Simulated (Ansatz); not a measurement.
Data:

BeAg:
```
CELL_PARAMETERS angstrom
      2.90943     0.00000     0.00000
      0.00000     2.90943     0.00000
      0.00000     0.00000     2.90943
ATOMIC_POSITIONS crystal
  Be 0.00000 0.00000 0.00000
  Ag 0.50000 0.50000 0.50000
```

This is the PBEsol-relaxed structure.

Q: All from PBEsol (plane waves, PAW; program Ansatz), unless another level is named. Predict the density of states at the Fermi level.

A: 0.25 states/eV per atom (mean over ±0.08 eV).

Q: Predict the formation energy from the elements (no fitted shifts).

A: 0.087 eV/atom.

Space group Pm-3m (CsCl type). The start of the workflow was typed in or built on a structure type; neither database checked (COD, Materials Project) lists it. Its standing as an ambient phase is unchecked. Symmetry was held in the PBEsol relaxation; whether a distortion lowers the energy is not shown. The run is not spin-polarised. The references are the lowest solids computed at this level, not always the standard phases. Scalar-relativistic: spin–orbit coupling is off unless named, which matters more the heavier the elements.

Potentials: the earlier of the program's two PAW sets. The files were generated under PBE; for other functionals the program regenerates the frozen cores, and for LDA and PBEsol the local potential too.
